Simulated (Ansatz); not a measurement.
## ZrC: input, output and frames of a trajectory

These are results of DFT PBEsol, scalar-relativistic, plane waves, PAW in Ansatz, not measurements. The runs took a 420 eV cutoff, a shifted (0.5, 0.5, 0.5 steps) 2×2×2 mesh and Fermi–Dirac smearing (0.05 eV). The mesh is coarse. No spin polarisation.

16 atoms, starting at 1.01 times the perfect crystal's volume (space group Fm-3m, the cell as given, not relaxed at this level); Langevin thermostat at 450 K (friction 0.005 fs⁻¹), fixed cell; 65 steps of 1 fs. The run is short and not equilibrated.

The run converged.

It took 2.9 min on 4 threads of Arm Neoverse N1 (shared host), peak memory 0.63 GiB.

Command:
```bash
ansatz run input.yaml --threads 4 --pin off --max-ram 5120MiB --backend cpu --events-out ev --progress --plain --runs-dir out
```

Input:
```yaml
crystal:
  lattice:
    - [0.0, -4.716036128, -4.716036128]
    - [-4.716036128, -4.716036128, 0.0]
    - [-4.716036128, 0.0, -4.716036128]
  atoms:
    - { symbol: Zr, position: [0.25, 0.25, 0.25] }
    - { symbol: Zr, position: [0.25, 0.75, 0.25] }
    - { symbol: Zr, position: [0.25, 0.25, 0.75] }
    - { symbol: Zr, position: [0.25, 0.75, 0.75] }
    - { symbol: Zr, position: [0.75, 0.25, 0.25] }
    - { symbol: Zr, position: [0.75, 0.75, 0.25] }
    - { symbol: Zr, position: [0.75, 0.25, 0.75] }
    - { symbol: Zr, position: [0.75, 0.75, 0.75] }
    - { symbol: C, position: [0.5, 0.5, 0.5] }
    - { symbol: C, position: [0.5, 0.0, 0.5] }
    - { symbol: C, position: [0.5, 0.5, 0.0] }
    - { symbol: C, position: [0.5, 0.0, 0.0] }
    - { symbol: C, position: [0.0, 0.5, 0.5] }
    - { symbol: C, position: [0.0, 0.0, 0.5] }
    - { symbol: C, position: [0.0, 0.5, 0.0] }
    - { symbol: C, position: [0.0, 0.0, 0.0] }
basis:
  ecutwfc: 420
kpoints:
  mp_grid: { grid: [2, 2, 2], shift: [0.5, 0.5, 0.5] }
hamiltonian:
  xc: pbesol
scf:
  occupations: { method: fermi_dirac, width: 0.05 }
  lower_state_search: "off"
  convergence: { dr2_threshold: 1.0e-07 }
output:
  forces: true
  stress: true
md:
  timestep: 1.0
  n_steps: 65
  ensemble: nvt_langevin
  temperature: 450.0
  initial_velocities: maxwell_boltzmann
  seed: 69576
  friction: 0.005
```

Output (its end):
```
...
SCF converged after 6 iterations
Free energy (F): -35016.597993 eV
Harris-Foulkes:  -35016.597993 eV  (|F-HF|=1.23e-8)
Internal energy: -35016.597141 eV  (E = F + TS)
E sigma→0 (E₀):  -35016.597567 eV
Entropy (-TS):   -0.000852 eV (-0.053 meV/atom)
Fermi energy:    14.561079 eV
--- Per-component energies (eV) ---
  E_band       = -420.858341
  E_kinetic    = 3371.489267
  E_local      = -4819.668324  (includes V_loc(G=0)·N_el)
  E_nonlocal   = 848.393260
  E_hartree    = 1442.121806
  E_xc         = -1676.058413
  E_vxc        = -2011.581603  (∫ρ·V_xc dr)
  E_paw        = -23953.400811  (= ΣΔE_a)
  E_vpaw       = -693.735085  (= ΣTr[D̂ρ^β])
  E_aug_tail   = 0.000263  (compensation charges beyond the density's cutoff)
  E_ewald      = -10230.968758
  E_core_change = 1.494568  (= ΣΔE_core)
  E_smearing   = -0.000852  (= −TS)
  E_closure    = -0.000000  (closes the sum)
  Σ components = -35016.597993   (vs F -35016.597993, Δ=0.00e0)
--- Forces (eV/Å), atoms counted from 1 ---
  atom   1  Zr    -1.29379060     0.36003046    -0.11298783
  atom   2  Zr    -0.05467441    -0.49487909    -0.39244112
  atom   3  Zr     0.64435339    -0.49392136    -0.01403349
  atom   4  Zr    -0.15334868    -0.16279922     0.47850359
  atom   5  Zr     0.10025622     0.08630214    -1.07138466
  atom   6  Zr     0.47112937    -0.59025756    -0.26981606
  atom   7  Zr     0.61437367     0.63300179     0.62147699
  atom   8  Zr     1.00326145    -0.09716651     0.54792155
  atom   9  C     -0.81568845     0.61466294    -0.26406826
  atom  10  C     -0.49942853     0.83779175    -0.16647907
  atom  11  C      0.21832003    -0.40767154     0.47988904
  atom  12  C      0.11136656    -0.16407015     0.55004160
  atom  13  C     -0.45951624     0.11267142    -0.68558505
  atom  14  C     -0.35772761     0.40528965    -0.49251990
  atom  15  C      0.36169854    -0.22566134     0.75163622
  atom  16  C      0.10942059    -0.41332640     0.03985647
  max |Σ_I F_I| component: 1.00e-5 eV/Å
--- Stress (GPa, compression-positive) ---
       -5.433110      -1.911191      -2.003881
       -1.911191      -5.709006      -1.958871
       -2.003881      -1.958870      -5.612125
  P = ⅓ Tr σ = -5.5847 GPa (-55.847 kbar)
--- MD trajectory: 65 steps, t = 0.0 → 65.0 fs ---
  final state: T = 267.7 K   F+E_penalty+E_count = -35016.59799322 eV   E_kin = 0.553603 eV
```

Frames along the run (Å, eV/Å; dE is the potential energy from the first frame):

```xyz
16
Lattice="0.000 -4.716 -4.716 -4.716 -4.716 0.000 -4.716 0.000 -4.716" Properties=species:S:1:pos:R:3:forces:R:3 pbc="T T T" time_fs=0.00 dE_eV=0.0000 T_K=422
Zr   -2.358   -2.358   -2.358    0.000    0.000    0.000
Zr   -4.716   -4.716   -2.358    0.000    0.000    0.000
Zr   -4.716   -2.358   -4.716    0.000    0.000    0.000
Zr   -7.074   -4.716   -4.716    0.000    0.000    0.000
Zr   -2.358   -4.716   -4.716    0.000    0.000    0.000
Zr   -4.716   -7.074   -4.716    0.000    0.000    0.000
Zr   -4.716   -4.716   -7.074    0.000    0.000    0.000
Zr   -7.074   -7.074   -7.074    0.000    0.000    0.000
C    -4.716   -4.716   -4.716    0.000    0.000    0.000
C    -2.358   -2.358   -4.716    0.000    0.000    0.000
C    -2.358   -4.716   -2.358    0.000    0.000    0.000
C     0.000   -2.358   -2.358    0.000    0.000    0.000
C    -4.716   -2.358   -2.358    0.000    0.000    0.000
C    -2.358    0.000   -2.358    0.000    0.000    0.000
C    -2.358   -2.358    0.000    0.000    0.000    0.000
C     0.000    0.000    0.000    0.000    0.000    0.000
16
Lattice="0.000 -4.716 -4.716 -4.716 -4.716 0.000 -4.716 0.000 -4.716" Properties=species:S:1:pos:R:3:forces:R:3 pbc="T T T" time_fs=5.00 dE_eV=0.1106 T_K=339
Zr   -2.347   -2.348   -2.351   -0.100   -0.154   -0.098
Zr   -4.725   -4.704   -2.376    0.230   -0.190    0.377
Zr   -4.723   -2.350   -4.702    0.077   -0.049   -0.189
Zr   -7.056   -4.725   -4.720   -0.336    0.081   -0.111
Zr   -2.363   -4.718   -4.710    0.081    0.079   -0.052
Zr   -4.724   -7.072   -4.720    0.150   -0.179    0.196
Zr   -4.716   -4.731   -7.083   -0.027    0.275    0.106
Zr   -7.080   -7.083   -7.074   -0.111    0.214   -0.062
C    -4.685   -4.736   -4.716   -0.423    0.370   -0.104
C    -2.317   -2.370   -4.669   -0.498    0.350   -0.446
C    -2.375   -4.721   -2.363    0.293    0.064    0.251
C    -0.032   -2.350   -2.364    0.371   -0.183    0.147
C    -4.723   -2.377   -2.356    0.027    0.268   -0.152
C    -2.325    0.034   -2.385   -0.415   -0.314    0.280
C    -2.388   -2.295    0.013    0.509   -0.703   -0.021
C    -0.002   -0.014    0.015    0.171    0.072   -0.122
16
Lattice="0.000 -4.716 -4.716 -4.716 -4.716 0.000 -4.716 0.000 -4.716" Properties=species:S:1:pos:R:3:forces:R:3 pbc="T T T" time_fs=10.00 dE_eV=0.3390 T_K=217
Zr   -2.336   -2.341   -2.343   -0.276   -0.253   -0.213
Zr   -4.735   -4.694   -2.392    0.423   -0.337    0.671
Zr   -4.731   -2.343   -4.691    0.142   -0.101   -0.368
Zr   -7.040   -4.734   -4.726   -0.628    0.132   -0.158
Zr   -2.366   -4.718   -4.703    0.086    0.195   -0.101
Zr   -4.733   -7.071   -4.724    0.323   -0.303    0.350
Zr   -4.716   -4.746   -7.094   -0.049    0.545    0.250
Zr   -7.087   -7.089   -7.074   -0.216    0.401   -0.137
C    -4.668   -4.749   -4.720   -0.685    0.595   -0.164
C    -2.288   -2.369   -4.630   -0.850    0.477   -0.826
C    -2.393   -4.721   -2.369    0.553    0.037    0.417
C    -0.062   -2.338   -2.365    0.756   -0.372    0.214
C    -4.725   -2.391   -2.356   -0.024    0.485   -0.223
C    -2.306    0.058   -2.408   -0.697   -0.529    0.508
C    -2.412   -2.253    0.021    0.851   -1.161    0.011
C    -0.008   -0.028    0.027    0.291    0.188   -0.232
16
Lattice="0.000 -4.716 -4.716 -4.716 -4.716 0.000 -4.716 0.000 -4.716" Properties=species:S:1:pos:R:3:forces:R:3 pbc="T T T" time_fs=15.00 dE_eV=0.4922 T_K=150
Zr   -2.326   -2.336   -2.333   -0.400   -0.338   -0.325
Zr   -4.745   -4.684   -2.399    0.596   -0.499    0.828
Zr   -4.736   -2.340   -4.679    0.184   -0.107   -0.635
Zr   -7.027   -4.740   -4.730   -0.857    0.179   -0.209
Zr   -2.368   -4.716   -4.699    0.035    0.246   -0.120
Zr   -4.743   -7.074   -4.729    0.493   -0.270    0.459
Zr   -4.715   -4.760   -7.105   -0.083    0.796    0.405
Zr   -7.095   -7.094   -7.078   -0.302    0.554   -0.142
C    -4.663   -4.745   -4.729   -0.756    0.566   -0.130
C    -2.273   -2.355   -4.613   -1.021    0.366   -0.954
C    -2.403   -4.720   -2.367    0.695    0.042    0.401
C    -0.074   -2.325   -2.361    0.916   -0.536    0.187
C    -4.732   -2.396   -2.357    0.006    0.596   -0.219
C    -2.299    0.068   -2.416   -0.831   -0.620    0.585
C    -2.425   -2.238    0.026    1.005   -1.280    0.021
C    -0.013   -0.038    0.021    0.318    0.304   -0.150
16
Lattice="0.000 -4.716 -4.716 -4.716 -4.716 0.000 -4.716 0.000 -4.716" Properties=species:S:1:pos:R:3:forces:R:3 pbc="T T T" time_fs=20.00 dE_eV=0.4645 T_K=174
Zr   -2.315   -2.330   -2.326   -0.489   -0.385   -0.439
Zr   -4.753   -4.673   -2.400    0.674   -0.585    0.842
Zr   -4.737   -2.336   -4.670    0.195   -0.113   -0.902
Zr   -7.014   -4.744   -4.735   -1.065    0.313   -0.218
Zr   -2.370   -4.713   -4.696   -0.066    0.230   -0.155
Zr   -4.749   -7.074   -4.735    0.587   -0.178    0.519
Zr   -4.719   -4.773   -7.115   -0.050    1.078    0.525
Zr   -7.103   -7.098   -7.084   -0.371    0.678   -0.082
C    -4.676   -4.726   -4.739   -0.539    0.318    0.001
C    -2.276   -2.327   -4.622   -0.940    0.011   -0.762
C    -2.397   -4.719   -2.353    0.610    0.119    0.149
C    -0.067   -2.314   -2.362    0.794   -0.577    0.145
C    -4.744   -2.383   -2.366    0.148    0.437   -0.077
C    -2.321    0.072   -2.408   -0.566   -0.695    0.551
C    -2.415   -2.250    0.035    0.854   -1.003   -0.109
C    -0.014   -0.036    0.002    0.224    0.352    0.013
16
Lattice="0.000 -4.716 -4.716 -4.716 -4.716 0.000 -4.716 0.000 -4.716" Properties=species:S:1:pos:R:3:forces:R:3 pbc="T T T" time_fs=25.00 dE_eV=0.4042 T_K=243
Zr   -2.304   -2.327   -2.321   -0.540   -0.405   -0.522
Zr   -4.760   -4.664   -2.399    0.691   -0.639    0.854
Zr   -4.737   -2.332   -4.662    0.232   -0.105   -1.146
Zr   -7.004   -4.745   -4.740   -1.274    0.504   -0.150
Zr   -2.370   -4.706   -4.692   -0.147    0.084   -0.193
Zr   -4.756   -7.070   -4.739    0.719   -0.156    0.496
Zr   -4.724   -4.784   -7.124    0.005    1.322    0.638
Zr   -7.114   -7.103   -7.088   -0.345    0.749   -0.020
C    -4.700   -4.706   -4.748   -0.126    0.047    0.179
C    -2.287   -2.293   -4.649   -0.734   -0.489   -0.373
C    -2.372   -4.703   -2.335    0.321    0.108   -0.192
C    -0.043   -2.304   -2.362    0.464   -0.509    0.097
C    -4.751   -2.364   -2.376    0.285    0.165    0.139
C    -2.357    0.065   -2.387   -0.050   -0.636    0.435
C    -2.385   -2.288    0.053    0.462   -0.397   -0.363
C    -0.009   -0.027   -0.015    0.038    0.356    0.120
16
Lattice="0.000 -4.716 -4.716 -4.716 -4.716 0.000 -4.716 0.000 -4.716" Properties=species:S:1:pos:R:3:forces:R:3 pbc="T T T" time_fs=30.00 dE_eV=0.4273 T_K=226
Zr   -2.294   -2.323   -2.321   -0.557   -0.433   -0.526
Zr   -4.762   -4.655   -2.394    0.667   -0.690    0.759
Zr   -4.737   -2.326   -4.658    0.319   -0.161   -1.327
Zr   -6.998   -4.743   -4.746   -1.352    0.658   -0.061
Zr   -2.369   -4.698   -4.689   -0.194   -0.062   -0.253
Zr   -4.761   -7.064   -4.741    0.808   -0.135    0.409
Zr   -4.728   -4.793   -7.130    0.113    1.515    0.729
Zr   -7.126   -7.107   -7.091   -0.167    0.709    0.058
C    -4.725   -4.692   -4.753    0.308   -0.178    0.341
C    -2.307   -2.264   -4.683   -0.394   -0.947    0.054
C    -2.335   -4.684   -2.327   -0.107    0.057   -0.413
C    -0.010   -2.302   -2.357    0.056   -0.331   -0.013
C    -4.743   -2.340   -2.383    0.319   -0.158    0.357
C    -2.386    0.046   -2.357    0.417   -0.372    0.203
C    -2.342   -2.332    0.070   -0.073    0.212   -0.590
C     0.000   -0.012   -0.036   -0.163    0.316    0.273
16
Lattice="0.000 -4.716 -4.716 -4.716 -4.716 0.000 -4.716 0.000 -4.716" Properties=species:S:1:pos:R:3:forces:R:3 pbc="T T T" time_fs=35.00 dE_eV=0.5346 T_K=197
Zr   -2.285   -2.321   -2.323   -0.563   -0.486   -0.472
Zr   -4.762   -4.644   -2.387    0.683   -0.783    0.605
Zr   -4.737   -2.319   -4.658    0.472   -0.286   -1.413
Zr   -6.996   -4.738   -4.749   -1.322    0.639   -0.023
Zr   -2.366   -4.687   -4.685   -0.248   -0.199   -0.326
Zr   -4.762   -7.059   -4.742    0.850   -0.103    0.293
Zr   -4.732   -4.800   -7.133    0.307    1.647    0.806
Zr   -7.139   -7.109   -7.097    0.129    0.596    0.166
C    -4.743   -4.682   -4.743    0.610   -0.345    0.318
C    -2.329   -2.257   -4.709   -0.038   -1.087    0.330
C    -2.300   -4.671   -2.332   -0.515    0.008   -0.435
C     0.028   -2.316   -2.353   -0.402   -0.038   -0.099
C    -4.726   -2.320   -2.392    0.246   -0.436    0.587
C    -2.403    0.018   -2.328    0.717    0.001   -0.069
C    -2.298   -2.370    0.076   -0.617    0.658   -0.704
C     0.010    0.008   -0.056   -0.310    0.213    0.437
16
Lattice="0.000 -4.716 -4.716 -4.716 -4.716 0.000 -4.716 0.000 -4.716" Properties=species:S:1:pos:R:3:forces:R:3 pbc="T T T" time_fs=40.00 dE_eV=0.6341 T_K=128
Zr   -2.276   -2.319   -2.328   -0.627   -0.584   -0.415
Zr   -4.762   -4.637   -2.381    0.725   -0.811    0.454
Zr   -4.739   -2.315   -4.663    0.714   -0.424   -1.359
Zr   -6.999   -4.734   -4.751   -1.165    0.474   -0.021
Zr   -2.362   -4.681   -4.683   -0.252   -0.253   -0.359
Zr   -4.764   -7.051   -4.740    0.894   -0.176    0.143
Zr   -4.733   -4.806   -7.135    0.483    1.675    0.831
Zr   -7.152   -7.111   -7.105    0.520    0.472    0.310
C    -4.747   -4.682   -4.732    0.655   -0.351    0.253
C    -2.343   -2.276   -4.723    0.167   -0.812    0.427
C    -2.274   -4.657   -2.340   -0.766   -0.107   -0.334
C     0.061   -2.332   -2.357   -0.799    0.200   -0.076
C    -4.704   -2.310   -2.391    0.120   -0.536    0.615
C    -2.396   -0.005   -2.302    0.718    0.346   -0.369
C    -2.263   -2.394    0.074   -1.014    0.883   -0.693
C     0.020    0.030   -0.069   -0.373    0.005    0.594
16
Lattice="0.000 -4.716 -4.716 -4.716 -4.716 0.000 -4.716 0.000 -4.716" Properties=species:S:1:pos:R:3:forces:R:3 pbc="T T T" time_fs=45.00 dE_eV=0.6397 T_K=132
Zr   -2.267   -2.320   -2.337   -0.736   -0.599   -0.322
Zr   -4.759   -4.631   -2.374    0.695   -0.833    0.315
Zr   -4.742   -2.312   -4.668    0.910   -0.565   -1.224
Zr   -7.006   -4.725   -4.753   -0.898    0.219   -0.014
Zr   -2.362   -4.682   -4.682   -0.206   -0.221   -0.424
Zr   -4.762   -7.045   -4.736    0.888   -0.272   -0.015
Zr   -4.735   -4.807   -7.137    0.636    1.597    0.876
Zr   -7.161   -7.107   -7.109    0.814    0.308    0.438
C    -4.732   -4.693   -4.719    0.375   -0.154    0.156
C    -2.347   -2.316   -4.733    0.129   -0.230    0.434
C    -2.266   -4.646   -2.354   -0.812   -0.272   -0.090
C     0.070   -2.340   -2.364   -0.885    0.309    0.038
C    -4.686   -2.309   -2.377   -0.033   -0.473    0.402
C    -2.377   -0.020   -2.280    0.537    0.583   -0.698
C    -2.252   -2.404    0.060   -1.122    0.880   -0.541
C     0.024    0.053   -0.069   -0.291   -0.277    0.667
16
Lattice="0.000 -4.716 -4.716 -4.716 -4.716 0.000 -4.716 0.000 -4.716" Properties=species:S:1:pos:R:3:forces:R:3 pbc="T T T" time_fs=50.00 dE_eV=0.5917 T_K=156
Zr   -2.261   -2.322   -2.347   -0.860   -0.523   -0.238
Zr   -4.755   -4.628   -2.367    0.611   -0.804    0.159
Zr   -4.742   -2.310   -4.679    0.978   -0.664   -0.956
Zr   -7.015   -4.714   -4.756   -0.612    0.008    0.052
Zr   -2.367   -4.684   -4.680   -0.060   -0.195   -0.534
Zr   -4.759   -7.039   -4.733    0.850   -0.392   -0.122
Zr   -4.735   -4.805   -7.137    0.712    1.422    0.837
Zr   -7.168   -7.099   -7.112    1.006    0.120    0.521
C    -4.711   -4.704   -4.707   -0.015    0.089    0.032
C    -2.345   -2.359   -4.733   -0.017    0.378    0.288
C    -2.268   -4.637   -2.374   -0.723   -0.471    0.262
C     0.064   -2.342   -2.378   -0.736    0.319    0.244
C    -4.671   -2.315   -2.356   -0.197   -0.275    0.059
C    -2.351   -0.025   -2.272    0.238    0.703   -0.894
C    -2.259   -2.402    0.039   -0.993    0.742   -0.322
C     0.027    0.064   -0.057   -0.183   -0.457    0.614
16
Lattice="0.000 -4.716 -4.716 -4.716 -4.716 0.000 -4.716 0.000 -4.716" Properties=species:S:1:pos:R:3:forces:R:3 pbc="T T T" time_fs=55.00 dE_eV=0.5364 T_K=187
Zr   -2.258   -2.328   -2.355   -1.028   -0.353   -0.185
Zr   -4.751   -4.631   -2.357    0.525   -0.701   -0.041
Zr   -4.742   -2.312   -4.691    0.939   -0.702   -0.639
Zr   -7.027   -4.704   -4.760   -0.373   -0.113    0.172
Zr   -2.369   -4.690   -4.676    0.025   -0.141   -0.716
Zr   -4.755   -7.032   -4.731    0.808   -0.493   -0.205
Zr   -4.735   -4.797   -7.136    0.745    1.158    0.766
Zr   -7.173   -7.090   -7.112    1.080   -0.017    0.534
C    -4.688   -4.713   -4.697   -0.400    0.345   -0.077
C    -2.340   -2.390   -4.724   -0.230    0.785    0.010
C    -2.283   -4.640   -2.395   -0.507   -0.601    0.604
C     0.044   -2.336   -2.389   -0.361    0.231    0.461
C    -4.657   -2.318   -2.335   -0.415   -0.118   -0.291
C    -2.324   -0.028   -2.278   -0.100    0.798   -0.928
C    -2.290   -2.391    0.008   -0.596    0.487    0.047
C     0.030    0.068   -0.038   -0.113   -0.563    0.488
16
Lattice="0.000 -4.716 -4.716 -4.716 -4.716 0.000 -4.716 0.000 -4.716" Properties=species:S:1:pos:R:3:forces:R:3 pbc="T T T" time_fs=60.00 dE_eV=0.4775 T_K=207
Zr   -2.258   -2.337   -2.362   -1.181   -0.041   -0.162
Zr   -4.744   -4.635   -2.345    0.313   -0.585   -0.236
Zr   -4.741   -2.315   -4.705    0.838   -0.647   -0.317
Zr   -7.037   -4.695   -4.761   -0.243   -0.176    0.302
Zr   -2.372   -4.695   -4.673    0.090   -0.026   -0.890
Zr   -4.749   -7.025   -4.729    0.670   -0.571   -0.238
Zr   -4.733   -4.787   -7.133    0.684    0.909    0.696
Zr   -7.171   -7.082   -7.113    1.065   -0.065    0.565
C    -4.669   -4.718   -4.687   -0.713    0.544   -0.206
C    -2.336   -2.405   -4.723   -0.421    0.977   -0.129
C    -2.314   -4.648   -2.399   -0.150   -0.614    0.707
C     0.027   -2.326   -2.395   -0.094    0.094    0.583
C    -4.657   -2.318   -2.319   -0.491   -0.026   -0.567
C    -2.312   -0.017   -2.297   -0.284    0.675   -0.814
C    -2.333   -2.366   -0.028   -0.089    0.105    0.420
C     0.024    0.063   -0.014    0.006   -0.554    0.285
16
Lattice="0.000 -4.716 -4.716 -4.716 -4.716 0.000 -4.716 0.000 -4.716" Properties=species:S:1:pos:R:3:forces:R:3 pbc="T T T" time_fs=65.00 dE_eV=0.4071 T_K=268
Zr   -2.261   -2.348   -2.368   -1.294    0.360   -0.113
Zr   -4.731   -4.637   -2.334   -0.055   -0.495   -0.392
Zr   -4.734   -2.323   -4.719    0.644   -0.494   -0.014
Zr   -7.048   -4.690   -4.762   -0.153   -0.163    0.479
Zr   -2.373   -4.699   -4.669    0.100    0.086   -1.071
Zr   -4.741   -7.018   -4.726    0.471   -0.590   -0.270
Zr   -4.729   -4.775   -7.127    0.614    0.633    0.621
Zr   -7.166   -7.073   -7.111    1.003   -0.097    0.548
C    -4.662   -4.718   -4.686   -0.816    0.615   -0.264
C    -2.338   -2.400   -4.726   -0.499    0.838   -0.166
C    -2.350   -4.672   -2.384    0.218   -0.408    0.480
C     0.010   -2.306   -2.391    0.111   -0.164    0.550
C    -4.668   -2.324   -2.315   -0.460    0.113   -0.686
C    -2.314    0.002   -2.332   -0.358    0.405   -0.493
C    -2.377   -2.340   -0.064    0.362   -0.226    0.752
C     0.009    0.049    0.010    0.109   -0.413    0.040
```